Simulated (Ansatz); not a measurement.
Consider the following.

AgBr (rock salt, Fm-3m), a = b = c = 5.841 Å, α = β = γ = 90.00°; the cell used has 2 atoms.

This is the PBE-relaxed structure.

All from PBE (plane waves, PAW; program Ansatz), unless another level is named. Estimate the Hill bulk and shear moduli.

38.8 and 8.6 GPa.

And the zero-point energy?

12.3 meV/atom.

Symmetry was held in the PBE relaxation; phonons on a q-mesh show no instability. No spin polarisation was allowed.

Potentials: the later of the program's two PAW sets.
